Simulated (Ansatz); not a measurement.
A geometry of Zr away from equilibrium: step 2 of the relaxation of a relaxed Zr cell displaced along its unstable phonon at q = (½, ½, 0) of its primitive reciprocal cell (45i cm⁻¹), largest move 0.15 Å. The numbers are results of PBE (plane waves to 420 eV, PAW, scalar-relativistic; Ansatz, a quantum-chemistry and plane-wave program), not measurements. Γ-centred k-mesh 13×13×13 on the run's cell (coarser than for final values), Fermi–Dirac smearing 0.05 eV.

```yaml
crystal:
  lattice:
    - [-3.77762, 3.77762, 3.20480]
    - [0.00000, 0.00000, 3.20480]
    - [1.91522, 1.91522, -1.60240]
  atoms:
    - { symbol: Zr, position: [0.00000, 0.54507, 0.09014] }
    - { symbol: Zr, position: [0.50000, 0.45493, 0.90986] }
```

Predict the force on each atom, in eV/Å.


| atom | Fx | Fy | Fz |
|---|---|---|---|
| Zr1 | 0.12 | 0.12 | 0.00 |
| Zr2 | -0.12 | -0.12 | 0.00 |

What is the pressure?

-0.1 GPa, compression positive.

How much energy per atom can still be gained by relaxing?

0.03 eV/atom; the path ends in P6₃/mmc (No. 194) (hcp (Mg type)).

No spin polarisation in the result.

The run could not lose the symmetry of its start.

Of the parent cell (I4/mmm (No. 139)): it is a generated cell of Zr: the first start was made by placing the elements on the sites of a structure type, and the end was not matched to a known phase here, so it may be hypothetical. Known forms of Zr include space group No. 194.
